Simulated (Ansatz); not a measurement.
**Calculated with Ansatz: HfC, vacancy hop by nudged elastic band**

Launch command:

```bash
ansatz run input.yaml --threads 4 --pin off --max-ram 8192MiB --backend cpu --events-out ev --progress --plain --runs-dir out
```

input.yaml:

```yaml
crystal:
  lattice:
    - [0.0, 4.62629, 4.62629]
    - [4.62629, 0.0, 4.62629]
    - [4.62629, 4.62629, 0.0]
  atoms:
    - { symbol: C, position: [-0.00190837, 0.00037716, 0.00521891] }
    - { symbol: Hf, position: [0.25186628, 0.24977078, 0.24485729] }
    - { symbol: C, position: [-0.00229577, -0.00038289, 0.49916614] }
    - { symbol: Hf, position: [0.24658672, 0.24524279, 0.75303899] }
    - { symbol: C, position: [-0.0013378, 0.49964083, -0.00051753] }
    - { symbol: Hf, position: [0.25112764, 0.74834891, 0.25004779] }
    - { symbol: C, position: [0.00019595, 0.50163654, 0.49657626] }
    - { symbol: Hf, position: [0.25486983, 0.75187369, 0.74267326] }
    - { symbol: Hf, position: [0.74699941, 0.26012775, 0.24294364] }
    - { symbol: C, position: [0.49831397, 0.00196975, 0.50303365] }
    - { symbol: Hf, position: [0.74597374, 0.2495538, 0.75046469] }
    - { symbol: C, position: [0.49841114, 0.50601984, -0.00120137] }
    - { symbol: Hf, position: [0.74565671, 0.75630935, 0.24520279] }
    - { symbol: C, position: [0.50205838, 0.50156565, 0.49787341] }
    - { symbol: Hf, position: [0.74914836, 0.74735103, 0.75542025] }
kpoints:
  mp_grid: { grid: [3, 3, 3] }
magnetization:
  spin_polarized: false
scf:
  occupations: { method: fermi_dirac, width: 0.1 }
hamiltonian:
  pseudopotentials: { kind: paw }
  xc: pbesol
basis:
  ecutwfc: 420
neb:
  images: 5
  relax_end_points: true
  climbing: true
  f_tol: 0.05
  max_iterations: 40
  order_check: false
  final_atoms:
    - { symbol: C, position: [-0.00190837, 0.00037716, 0.00521891] }
    - { symbol: Hf, position: [0.25186628, 0.24977078, 0.24485729] }
    - { symbol: C, position: [-0.50363837, 0.00319404, 0.99524063] }
    - { symbol: Hf, position: [0.24658672, 0.24524279, 0.75303899] }
    - { symbol: C, position: [-0.0013378, 0.49964083, -0.00051753] }
    - { symbol: Hf, position: [0.25112764, 0.74834891, 0.25004779] }
    - { symbol: C, position: [0.00019595, 0.50163654, 0.49657626] }
    - { symbol: Hf, position: [0.25486983, 0.75187369, 0.74267326] }
    - { symbol: Hf, position: [0.74699941, 0.26012775, 0.24294364] }
    - { symbol: C, position: [0.49831397, 0.00196975, 0.50303365] }
    - { symbol: Hf, position: [0.74597374, 0.2495538, 0.75046469] }
    - { symbol: C, position: [0.49841114, 0.50601984, -0.00120137] }
    - { symbol: Hf, position: [0.74565671, 0.75630935, 0.24520279] }
    - { symbol: C, position: [0.50205838, 0.50156565, 0.49787341] }
    - { symbol: Hf, position: [0.74914836, 0.74735103, 0.75542025] }
```

Origin of the cell: a database entry, scaled a little.

The cell is 2×2×2 cells of HfC with one C taken out; atom 3 (C) hops into the empty site, 3.26 Å away before the end points are relaxed. All atoms were shaken by about 0.02 Å first.

Output (shortened):

```
Warning: neb: disabling space-group detection — the band's intermediate images generally break the endpoint symmetry, so no spatial operation reduces the k-mesh or symmetrises the density, ex […]
Pseudopotentials: kind: paw
Pseudopotential: C, paw, valence charge 4, recommended cutoff 420 eV (normal), C.paw.azcp
Pseudopotential: Hf, paw, valence charge 26, recommended cutoff 420 eV (normal), Hf.paw.azcp
Functional definition: PBEsol
  exchange = pbesol_x
  correlation = pbesol_c
parallel-image band execution: 4 concurrent image workers
NEB image 0
Crystal: 15 atoms, lattice volume = 198.029 Å³
Basis set: ecut = 420 eV, 3839 PW (Γ), exchange–correlation on 90×90×90 points (8 copies of the dense FFT grid, shifted against one another)
Bands: 142, of which v1, the nominal top of the filled ones, is band 118 counted from 1 (117 counted from 0)
Symmetry: 1 space group operations
k-points: 14 of 27 (time reversal used)
[… 6 lines left out …]
Initial density: superposition of atomic densities (neutral atoms: chi_scale 0, normalization atom), corrected by the library's trained network
Functional: x = pbesol(κ = 0.804, μ = 0.123457), c = pbesol(β = 0.046)
SCF iter   1: F=—  HF=-126524.715665 eV  Δρ=8.51e-3  dr2=1.87e-1  defer=39
SCF iter   2: F=—  HF=-126524.674566 eV  Δρ=3.27e-3  dr2=3.74e-2  defer=99
SCF iter   3: F=—  HF=-126524.667133 eV  Δρ=1.35e-3  dr2=1.16e-2  defer=99
[… 3 lines left out …]
SCF iter   7: F=—  HF=-126524.663601 eV  Δρ=4.20e-5  dr2=3.82e-6  defer=101
SCF iter   8: F=—  HF=-126524.663597 eV  Δρ=1.63e-5  dr2=5.90e-7  defer=101
SCF iter   9: F=-126524.663597 eV  HF=-126524.663597 eV  Δρ=6.22e-6  dr2=8.71e-8
NEB iter   1: max|band force component| = 1.101e1 eV/Å  barrier→ = 9.6346 eV  barrier← = 9.6346 eV  Δτ_max = 0.2000 Å  (71 SCF iters)
NEB iter   2: max|band force component| = 2.546e0 eV/Å  barrier→ = 6.0687 eV  barrier← = 6.0688 eV  Δτ_max = 0.1078 Å  (55 SCF iters)
NEB iter   3: max|band force component| = 5.766e-1 eV/Å  barrier→ = 5.1790 eV  barrier← = 5.1790 eV  Δτ_max = 0.0305 Å  (50 SCF iters)
NEB iter   4: max|band force component| = 1.968e-1 eV/Å  barrier→ = 5.0943 eV  barrier← = 5.0943 eV  CI = image 3  Δτ_max = 0.0171 Å  (45 SCF iters)
NEB iter   5: max|band force component| = 3.688e-2 eV/Å  barrier→ = 5.0823 eV  barrier← = 5.0823 eV  CI = image 3  Δτ_max = 0.0000 Å  (36 SCF iters)
--- NEB band (7 images, 5 band iterations, 257 SCF iterations, 59 more in tests of the images' electronic states and relaxations of end points) ---
  forward barrier  = 5.082276 eV
  backward barrier = 5.082280 eV
  lagrangian_above_aufbau_ev (what the smearing adds, to first order; not taken off the barriers): saddle image -0.112421 eV, end points -0.116751 and -0.116736 eV
  climbing image's point = of an order that was not read
  energies are F+E_penalty+E_count in eV, relative to image 0
  image     s (Å)  Δ vs image 0  max|band force component| (eV/Å)
      0    0.0000      0.000000                                 —
      1    0.5602      1.331892                          3.688e-2
      2    1.1207      3.864083                          1.230e-2
  *   3    1.6814      5.082276                          2.868e-2
      4    2.2421      3.863640                          1.183e-2
      5    2.8027      1.331140                          3.686e-2
      6    3.3630     -0.000004                                 —
```

The converged band:

| image | path over all atoms (Å) | ΔF (eV) | C x | y | z (Å) |
| --- | --- | --- | --- | --- | --- |
| 0 | 0.00 | 0.000 | 2.31 | 2.30 | 0.00 |
| 1 | 0.56 | 1.332 | 2.68 | 2.30 | -0.37 |
| 2 | 1.12 | 3.864 | 3.07 | 2.30 | -0.75 |
| 3 | 1.68 | 5.082 | 3.47 | 2.30 | -1.15 |
| 4 | 2.24 | 3.864 | 3.87 | 2.30 | -1.56 |
| 5 | 2.80 | 1.331 | 4.26 | 2.30 | -1.94 |
| 6 | 3.36 | 0.000 | 4.63 | 2.30 | -2.31 |

Relaxed start, forces in eV/Å:

```xyz
15
Lattice="0.000 4.626 4.626 4.626 0.000 4.626 4.626 4.626 0.000" Properties=species:S:1:pos:R:3:forces:R:3 pbc="T T T" image=0
C     0.001   -0.009    0.001   -0.002   -0.004    0.003
Hf    2.364    2.304    2.315   -0.001   -0.001   -0.002
C     2.315    2.304    0.001   -0.002   -0.001    0.003
Hf    4.628    4.567    2.315   -0.002    0.000   -0.003
C     2.315   -0.009    2.315   -0.003    0.000    0.000
Hf    4.627    2.304    4.578    0.003    0.003    0.001
C     4.627    2.304    2.315    0.003    0.000    0.000
Hf    6.941    4.617    4.628    0.001    0.001   -0.001
Hf    2.314    4.617    4.628    0.003    0.002   -0.002
C     2.314    4.617    2.315    0.003   -0.002    0.000
Hf    4.628    6.930    4.678    0.000    0.002   -0.004
C     2.315    2.304    4.628   -0.001   -0.001    0.003
Hf    4.627    4.667    6.941    0.001    0.002    0.001
C     4.628    4.617    4.628   -0.001   -0.002    0.003
Hf    6.891    6.930    6.941   -0.001    0.001   -0.001
```

Highest image (3), forces in eV/Å:

```xyz
15
Lattice="0.000 4.626 4.626 4.626 0.000 4.626 4.626 4.626 0.000" Properties=species:S:1:pos:R:3:forces:R:3 pbc="T T T" image=3
C     0.052    0.040    0.053    0.007    0.003    0.007
Hf    2.379    2.303    2.380    0.005    0.000    0.005
C     3.471    2.303   -1.155    0.000    0.000    0.000
Hf    4.592    4.667    2.351    0.000    0.021    0.000
C     2.264    0.040    2.264   -0.007    0.003   -0.007
Hf    4.563    2.303    4.563   -0.005    0.000   -0.005
C     4.535    2.303    2.408   -0.006    0.000    0.006
Hf    6.976    4.566    4.593    0.000   -0.021    0.000
Hf    2.350    4.667    4.593    0.000    0.021    0.000
C     2.264    4.567    2.264   -0.007   -0.003   -0.007
Hf    4.849    6.929    4.849   -0.029    0.000   -0.029
C     2.407    2.303    4.536    0.006    0.000   -0.006
Hf    4.592    4.566    6.977    0.000   -0.021    0.000
C     4.678    4.567    4.679    0.007   -0.003    0.007
Hf    6.720    6.929    6.720    0.029    0.000    0.029
```

Relaxed end, forces in eV/Å:

```xyz
15
Lattice="0.000 4.626 4.626 4.626 0.000 4.626 4.626 4.626 0.000" Properties=species:S:1:pos:R:3:forces:R:3 pbc="T T T" image=6
C     0.001   -0.011    0.002   -0.001    0.000    0.000
Hf    2.314    2.302    2.365    0.002    0.000    0.001
C     4.627    2.302   -2.311    0.000    0.000   -0.002
Hf    4.628    4.616    2.316   -0.001    0.000   -0.002
C     2.314   -0.011    2.315   -0.001    0.000    0.000
Hf    4.578    2.302    4.628   -0.002    0.001    0.001
C     4.628    2.302    2.316   -0.001    0.000   -0.002
Hf    6.941    4.666    4.629    0.002   -0.001   -0.001
Hf    2.314    4.566    4.628    0.002    0.000    0.001
C     2.314    4.615    2.315    0.000    0.002    0.001
Hf    4.677    6.929    4.628    0.002    0.000    0.002
C     2.314    2.302    4.628    0.000    0.000    0.001
Hf    4.627    4.616    6.942    0.000    0.001    0.001
C     4.628    4.616    4.628   -0.002    0.000    0.001
Hf    6.941    6.929    6.892    0.000   -0.002   -0.002
```

Barrier of this path: 5.08 eV forwards, 5.08 eV backwards, after 5 band iterations.

Caveats: no moments, though an odd count or open d shells may carry them; no spin-orbit coupling, though heavy elements are present; the k mesh is coarse if the cell is a metal; a small cell with a neutral vacancy and no spin, whose shape can make like sites unlike; the cell is held at a rescaled volume, and strain moves barriers; the hop was drawn among near neighbours and need not be the easiest path; few images and a loose tolerance, and neither the top nor the ends were tested for their order.

It ran for 3.5 min on 4 threads of AMD EPYC 9R45 96-Core Processor (Zen 5), with other jobs on the host, peak memory 2.3 GiB, from the program's own first density.
